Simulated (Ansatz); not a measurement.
The elements of this relaxed trial crystal are hidden behind letters.

```
lattice vectors (Å)
   4.5349    0.0000    0.0000
   0.0000    4.5349    0.0000
   0.0000    0.0000    4.5349
fractional positions
X 0.5000 0.0000 0.0000
X 0.0000 0.0000 0.5000
X 0.0000 0.5000 0.0000
Z 0.5000 0.5000 0.5000
Q 0.0000 0.5000 0.5000
Q 0.5000 0.5000 0.0000
Q 0.0000 0.0000 0.0000
Q 0.5000 0.0000 0.5000
```

Computed with Ansatz, DFT PBE, scalar-relativistic, plane waves, PAW. Settings of the last relaxation (8-atom cell): 420 eV, 8×8×8 k points, Gaussian smearing of 0.10 eV, no spin polarisation.

| Property | Result |
| --- | --- |
| Space group | Pm-3m (No. 221) |
| Conventional cell | a = 4.535 Å |
| Volume per atom | 11.66 Å³ |
| Density | 6.35 g/cm³ |
| Energy over the elements | −1.37 eV/atom |
| Gap on the 8×8×8 mesh of the 8-atom cell | 0 eV (a metal) |

Energies are uncorrected and count from the elements' standard states at the same level.

Question: X is a d-block element of period 5, Z is a p-block element of period 3 and Q is a p-block element of period 2. Which elements are they?

Answer: X = Zr, Z = Al, Q = N, so the formula is Zr3AlN4. Density times volume gives a mean mass of 6.35 × 11.66/1.6605 = 44.6 u per atom, and this set has 44.6 u. Around Zr lie 6 N at 2.27 Å, 4 Al at 3.21 Å and 8 Zr at 3.21 Å; Al has 6 N at 2.27 Å and 12 Zr at 3.21 Å; N on a site of symmetry 4/mmm is surrounded by 2 Al at 2.27 Å and 4 Zr at 2.27 Å; 1 more site not described. Other sets within the hints have nearly the same mass, so mass alone doesn't settle it; this one was computed.

A structure relaxed within its symmetry needn't be a true minimum. Another cell of Zr3AlN4 relaxed alike, in I4/mmm, lies 71 meV/atom lower, so this cell isn't the stable form at this level.
